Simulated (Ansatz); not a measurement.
**Ansatz 0.2.0, settings compared: CoTePb₂O₆**

The input file (Ansatz 0.2.0, plane waves):

```yaml
crystal:
  lattice:
    - [-2.815482, 2.815482, 3.980497]
    - [2.815482, -2.815482, 3.980497]
    - [2.815482, 2.815482, -3.980497]
  atoms:
    - { symbol: Pb, position: [0.25, 0.75, 0.5] }
    - { symbol: Pb, position: [0.75, 0.25, 0.5] }
    - { symbol: Co, position: [0.0, 0.0, 0.0] }
    - { symbol: Te, position: [0.5, 0.5, 0.0] }
    - { symbol: O, position: [0.26145, 0.26145, 0.5229] }
    - { symbol: O, position: [0.26145, 0.73855, 0.0] }
    - { symbol: O, position: [0.73855, 0.73855, 0.4771] }
    - { symbol: O, position: [0.73855, 0.26145, 0.0] }
    - { symbol: O, position: [0.2596, 0.2596, 0.0] }
    - { symbol: O, position: [0.7404, 0.7404, 0.0] }
  symmetry: { tolerance: 0.0003 }
kpoints:
  mp_grid: { grid: [5, 5, 5], shift: [0, 0, 0] }
magnetization:
  spin_polarized: false
scf:
  occupations: { method: fermi_dirac }
hamiltonian:
  pseudopotentials: { kind: paw }
  xc: pbesol
basis:
  ecutwfc: 420
output:
  forces: true
  stress: true
  eigenvalues: true
```

Launch command:

```bash
ansatz run input.yaml --threads 1 --pin off --max-ram 2560MiB --backend cpu --events-out ev --progress --plain --runs-dir out
```

Origin of the cell: a database entry, scaled a little.

The smearing width isn't typed, so it takes its default of 0.1 eV.

Output of this run (shortened):

```
Pseudopotentials: kind: paw
Pseudopotential: Pb, paw, valence charge 14, recommended cutoff 420 eV (normal), Pb.paw.azcp
Pseudopotential: Co, paw, valence charge 17, recommended cutoff 420 eV (normal), Co.paw.azcp
Pseudopotential: Te, paw, valence charge 16, recommended cutoff 420 eV (normal), Te.paw.azcp
Pseudopotential: O, paw, valence charge 6, recommended cutoff 420 eV (normal), O.paw.azcp
Functional definition: PBEsol
  exchange = pbesol_x
  correlation = pbesol_c
Crystal: 10 atoms, lattice volume = 126.213 Å³
Basis set: ecut = 420 eV, 2445 PW (Γ), exchange–correlation on 80×80×80 points (8 copies of the dense FFT grid, shifted against one another)
Bands: 59, of which v1, the nominal top of the filled ones, is band 49 counted from 1 (48 counted from 0)
Symmetry: 16 space group operations
Space group: I4/mmm (ITA 139), of the structure as read, at distance tolerance 1.5e-3 Å
k-points: 18 of 125
[… 12 lines left out …]
Initial density: superposition of atomic densities (neutral atoms: chi_scale 0, normalization atom), corrected by the library's trained network
Functional: x = pbesol(κ = 0.804, μ = 0.123457), c = pbesol(β = 0.046)
SCF iter   1: F=—  HF=-38863.382085 eV  Δρ=1.61e-2  dr2=2.61e-1  defer=12
SCF iter   2: F=—  HF=-38863.325301 eV  Δρ=6.19e-3  dr2=4.77e-2  defer=31
SCF iter   3: F=—  HF=-38863.315226 eV  Δρ=1.17e-3  dr2=1.79e-3  defer=31
SCF iter   4: F=—  HF=-38863.314921 eV  Δρ=4.27e-4  dr2=4.09e-4  defer=31
SCF iter   5: F=—  HF=-38863.314812 eV  Δρ=1.61e-4  dr2=5.86e-5  defer=31
SCF iter   6: F=—  HF=-38863.314788 eV  Δρ=1.92e-4  dr2=1.45e-5  defer=31
SCF iter   7: F=—  HF=-38863.314783 eV  Δρ=5.23e-5  dr2=2.39e-6  defer=31
SCF iter   8: F=—  HF=-38863.314783 eV  Δρ=8.52e-6  dr2=1.27e-7  defer=31
SCF iter   9: F=-38863.314783 eV  HF=-38863.314783 eV  Δρ=2.40e-6  dr2=1.28e-8
SCF 1 converged in 9 iterations: F = -38863.314783 eV  dr2 = 1.28e-8
SCF converged after 9 iterations
Free energy (F): -38863.314783 eV
Harris-Foulkes:  -38863.314783 eV  (|F-HF|=7.93e-9)
Internal energy: -38863.161909 eV  (E = F + TS)
E sigma→0 (E₀):  -38863.238346 eV
Entropy (-TS):   -0.152874 eV (-15.287 meV/atom)
Fermi energy:    12.075354 eV
--- Per-component energies (eV) ---
  E_band       = -513.862969
  E_kinetic    = 2254.321676
  E_local      = -8285.159238  (includes V_loc(G=0)·N_el)
  E_nonlocal   = 1153.722332
  E_hartree    = 3622.286785
  E_xc         = -1155.848810
  E_vxc        = -1134.395220  (∫ρ·V_xc dr)
  E_paw        = -27491.227606  (= ΣΔE_a)
  E_vpaw       = -1746.942695  (= ΣTr[D̂ρ^β])
  E_aug_tail   = 0.014719  (compensation charges beyond the density's cutoff)
  E_ewald      = -8962.170962
  E_core_change = 0.899195  (= ΣΔE_core)
  E_smearing   = -0.152874  (= −TS)
  Σ components = -38863.314783   (vs F -38863.314783, Δ=0.00e0)
--- Forces (eV/Å), atoms counted from 1 ---
  atom   1  Pb    -0.000000    -0.000000    -0.000000
  atom   2  Pb     0.000000    -0.000000     0.000000
[… 3 lines left out …]
  atom   6  O      1.463450    -1.463450    -0.000000
  atom   7  O      1.463450     1.463450     0.000000
  atom   8  O     -1.463450     1.463450     0.000000
  atom   9  O      0.000000     0.000000    -1.801689
  atom  10  O     -0.000000     0.000000     1.801689
  max |Σ_I F_I| component: 4.44e-16 eV/Å
--- Stress (GPa, compression-positive) ---
        0.514800       0.000000      -0.000000
        0.000000       0.514800      -0.000000
       -0.000000       0.000000      -0.533249
  P = ⅓ Tr σ = 0.1655 GPa (1.655 kbar)
```

The same input was run again with these changes:

1. `hamiltonian.xc` pbesol → r2scan; `scf.algorithm` default → direct_min
2. `hamiltonian.hubbard` default → { sites: [{ species: Co, l: d, u_eff: 2.0 }], double_counting: fll }; `scf.convergence.dr2_threshold` default → 1.0e-05
3. `kpoints.mp_grid.grid` [5, 5, 5] → [6, 6, 6]; `total_charge` default → 1
4. `hamiltonian.dispersion` default → d3bj; `scf.eigensolver.kind` default → davidson; `basis.precision` default → f64; `scf.occupations.width` default → 0.025

```
 run        end  SCF iterations  P (GPa)  max force component (eV/Å)  moment (μB)  ΔE(σ→0) (meV/atom)
base  converged               9     0.17                       1.802            –                   0
   1  converged               7     0.55                       1.385            –                   –
   2  converged              12    -0.33                       1.725            –                   –
   3  converged              10        –                       2.082            –                   –
   4  converged               8     5.87                       0.774            –                   –
```

Energies are compared only where functional, datasets, charge and starting cell are the same.

Not properties of the system: run 2 (too coarse or loose: `scf.convergence.dr2_threshold` = 1.0e-05).

Caveats of the base run: no spin polarisation, so a magnetic state may lie lower; no spin-orbit coupling, though heavy elements are present; the k mesh is coarse if the cell is a metal.

Run 1: the cutoff lies below the datasets' advice.
Run 2: the SCF threshold is loose for forces.
Run 3: charged cell with a uniform background, whose pressure depends on convention.

Time of the base run: 7.9 s on 1 thread of Intel(R) Xeon(R) Platinum 8488C (Sapphire Rapids), with other jobs on the host, peak memory 0.53 GiB, from the program's own first density.
